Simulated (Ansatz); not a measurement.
# Br-79 nuclear quadrupole resonance in CsPb2Br5

Cell: a computed structure from the Materials Project (it need not be an observed phase).

```cif
data_CsPb2Br5
_symmetry_space_group_name_H-M 'I4/mcm'
_symmetry_Int_Tables_number 140
_cell_length_a 8.5372
_cell_length_b 8.5372
_cell_length_c 15.5859
_cell_angle_alpha 90.000
_cell_angle_beta 90.000
_cell_angle_gamma 90.000
loop_
_atom_site_label
_atom_site_type_symbol
_atom_site_symmetry_multiplicity
_atom_site_Wyckoff_symbol
_atom_site_fract_x
_atom_site_fract_y
_atom_site_fract_z
Cs Cs 4 a 0.0000 0.0000 0.7500
Pb Pb 8 h 0.3326 0.1674 0.5000
Br7 Br 4 c 0.0000 0.0000 0.5000
Br9 Br 16 l 0.1538 0.3462 0.3736
```

One atom of each set is listed; the run and its k-mesh use a cell of 16 atoms with edges of 9.86, 9.86, 9.86 Å.

The numbers come from a DFT calculation in Ansatz (PBE, plane waves and PAW, scalar-relativistic, 420 eV cutoff, Γ-centred 5×5×5 k-points, Fermi–Dirac smearing 0.02 eV).

Br-79: I = 3/2, Q = 308.7 mb (year-2017 value). Static lattice, zero field.

(1) Predict the zero-field Br-79 lines of each site.

(2) And for Br-81 (I = 3/2, Q = 257.9 mb) on Br7?

Answers

(1) For I = 3/2 there is one line, ν = (|C_Q|/2)(1 + η²/3)^½.

```
site  atoms  V_zz (10²¹ V/m²)  C_Q (MHz)     η  line frequencies (MHz)
 Br7      2            -18.32       -137  0.00                    68.4
 Br9      8              9.64       72.0  0.49                    37.4
```

(2) C_Q scales with Q to -114 MHz, with lines at 57.1 MHz.

An axis of threefold or higher order runs through Br7, so V_zz lies along it and η is zero. At Br9 V_zz points along its bond to Pb (within 6°).

Without spin–orbit coupling the gradients at and beside Pb can be off by some per cent, at some sites by more.

The run took 2 min of wall time (2 min of CPU time) and 1.2 GiB at its peak, on 1 thread of Arm Neoverse V1 (aarch64; 8 cores open to the job, memory cap 2.5 GiB, no GPU), a shared host with a load of 0.6 a core.
